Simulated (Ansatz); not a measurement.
In3BAs4, ordered on the zincblende lattice (Pmm2) with 8 atoms a cell at its r2SCAN geometry, run in the PAW code Ansatz at 2 levels of theory. The calculation is spin-unpolarised, and the structure need not be a phase that has been made.

The r2SCAN input:
```yaml
crystal:
  lattice:
    - [4.0505801667, 0.0, 0.0]
    - [0.0, 8.1795758866, 0.0]
    - [0.0, 0.0, 5.8488093466]
  atoms:
    - { symbol: B, position: [0.0, 0.0, -0.0193288068] }
    - { symbol: As, position: [0.5, 0.0, 0.1729123598] }
    - { symbol: In, position: [0.5, 0.2219585354, 0.4976523676] }
    - { symbol: As, position: [0.0, 0.2121908481, 0.7804845113] }
    - { symbol: In, position: [0.0, 0.5, 0.0062518995] }
    - { symbol: As, position: [0.5, 0.5, 0.2838907896] }
    - { symbol: In, position: [0.5, 0.7780414646, 0.4976523676] }
    - { symbol: As, position: [0.0, 0.7878091519, 0.7804845113] }
kpoints:
  mp_grid: { grid: [6, 4, 4] }
  band_path:
    path:
      - [0.0, 0.0, 0.0]
      - [0.5, 0.0, 0.0]
      - [0.5, 0.5, 0.0]
      - [0.0, 0.5, 0.0]
      - [0.0, 0.0, 0.5]
      - [0.5, 0.0, 0.5]
      - [0.5, 0.5, 0.5]
      - [0.0, 0.5, 0.5]
      - [0.0, 0.1, 0.0]
      - [0.0, 0.0, 0.05]
    npoints: 1
hamiltonian:
  xc: r2scan
scf:
  occupations: { method: fermi_dirac, width: 0.02 }
  n_extra_bands: 6
output:
  forces: true
  stress: true
  eigenvalues: true
```

Main results, then, where recorded, the levels near the gap in eV from the Fermi energy (columns number the bands from 0), one row a point of the path (Γ, X, S, Y, Z, U, R, T, Y–Γ (0.80), Γ–Z (0.10)):
```
Crystal: 8 atoms, lattice volume = 193.783 Å³
Symmetry: 4 space group operations
Space group: Pmm2 (ITA 25)
```
```
Basis set: ecut = 500 eV, 4919 PW (Γ)
k-points: 36 of 96 (time reversal used)
SCF 1 converged in 8 iterations: F = -36451.436819 eV  dr2 = 1.56e-8
Free energy (F): -36451.436819 eV
Internal energy: -36451.436343 eV  (E = F + TS)
E sigma→0 (E₀):  -36451.436581 eV
Entropy (-TS):   -0.000476 eV (-0.060 meV/atom)
Fermi energy:    8.462294 eV
--- Forces (eV/Å), atoms counted from 1 ---
  atom   1  B       0.00000      0.00000      0.00319
  atom   2  As      0.00000      0.00000    -0.00070
  atom   3  In      0.00000      0.00053    -0.00028
  atom   4  As      0.00000      0.00133    -0.00268
  atom   5  In      0.00000      0.00000      0.00161
  atom   6  As      0.00000      0.00000      0.00182
  atom   7  In      0.00000    -0.00053    -0.00028
  atom   8  As      0.00000    -0.00133    -0.00268
--- Stress (GPa, compression-positive) ---
       -0.004938       0.000000       0.000000
        0.000000       0.000558       0.000000
        0.000000       0.000000      -0.002066
  P = ⅓ Tr σ = -0.0021 GPa (-0.021 kbar)
```
```tsv
band_48	band_49	band_50	band_51	band_52	band_53
-0.675	-0.384	-0.029	0.026	0.654	1.676
-2.661	-1.797	-1.191	1.153	1.510	1.574
-2.602	-2.524	-2.156	2.054	2.359	2.541
-1.458	-0.402	-0.228	0.406	2.097	2.266
-1.131	-1.036	-0.894	0.253	1.464	1.717
-1.499	-1.385	-0.958	0.539	0.931	3.289
-2.180	-2.154	-2.099	2.055	2.334	2.550
-1.191	-1.161	-1.062	0.997	2.225	2.388
-0.836	-0.636	-0.038	0.286	0.741	1.785
-0.846	-0.410	-0.057	0.163	0.672	1.692
```

With r2SCAN the gap is 0.05 eV and direct, at Γ. (With 0.02 eV of smearing so small a gap leaves both edges partly filled, and it could close between the points sampled.)

Question: In the first input these blocks are replaced (the band path and keys that only write files left aside):
```yaml
kpoints:
  mp_grid: { grid: [4, 2, 4] }
hamiltonian:
  xc: hse06
```
What comes out?

Answer:
```
Basis set: ecut = 420 eV, 3777 PW (Γ)
k-points: 18 of 32 (time reversal used)
SCF 1 stopped early in 6 iterations: F = -36373.907000 eV  dr2 = 1.96e-6
Exchange kernel: α = 0.2500, screened, ω = 0.2079 Å⁻¹, Wigner–Seitz truncation, v(0) = 1039.7420 eV·Å³, q-mesh 4×2×4
SCF 2 stopped early in 8 iterations: F = -36390.800698 eV  dr2 = 7.32e-6
hybrid outer 1: dexx = +4.209e-2 eV, tail = 2.42e-4 eV
SCF 3 converged in 6 iterations: F = -36390.801543 eV  dr2 = 3.03e-9
hybrid outer 2: dexx = +3.691e-6 eV, tail = 8.83e-8 eV, Δε = 2.13e-3 eV, ΔF = 7.74e-3 eV/Å
SCF 4 converged in 2 iterations: F = -36390.801544 eV  dr2 = 3.42e-10
hybrid outer 3: dexx = +1.085e-9 eV, tail = 8.28e-10 eV, Δε = 6.83e-5 eV, ΔF = 1.06e-4 eV/Å
Free energy (F): -36390.801544 eV
Fermi energy:    8.476059 eV
--- Forces (eV/Å), atoms counted from 1 ---
  atom   1  B       0.00000      0.00000      0.02675
  atom   2  As      0.00000      0.00000    -0.12812
  atom   3  In      0.00000      0.04019      0.02514
  atom   4  As      0.00000      0.00362      0.01901
  atom   5  In      0.00000      0.00000      0.02976
  atom   6  As      0.00000      0.00000    -0.01669
  atom   7  In      0.00000    -0.04019      0.02514
  atom   8  As      0.00000    -0.00362      0.01901
--- Stress (GPa, compression-positive) ---
       -0.126363       0.000000       0.000000
        0.000000       0.039280       0.000000
        0.000000       0.000000      -0.716655
  P = ⅓ Tr σ = -0.2679 GPa (-2.679 kbar)
```
```tsv
band_48	band_49	band_50	band_51	band_52	band_53
-0.796	-0.585	-0.199	0.199	0.815	1.869
-2.972	-2.036	-1.428	1.242	1.622	1.794
-2.883	-2.822	-2.445	2.280	2.507	2.720
-1.664	-0.598	-0.411	0.651	2.244	2.484
-1.357	-1.271	-1.118	0.445	1.640	1.915
-1.726	-1.606	-1.183	0.724	1.102	3.569
-2.436	-2.419	-2.352	2.281	2.556	2.786
-1.442	-1.389	-1.293	1.253	2.418	2.604
-0.975	-0.788	-0.209	0.436	0.896	1.979
-0.957	-0.613	-0.229	0.335	0.829	1.883
```
With HSE06 the gap is 0.40 eV and direct, at Γ. The mean pressure at these positions is -0.3 GPa, compression counted positive. (The program warns that its thresholds are loose for a hybrid's stress.)

The hybrids run on coarser meshes, which limits their stresses and small splittings of levels.

Totals of different functionals can't be compared.

No spin-orbit coupling is included; it can move band edges with weight on the heavy atoms by tenths of an eV.
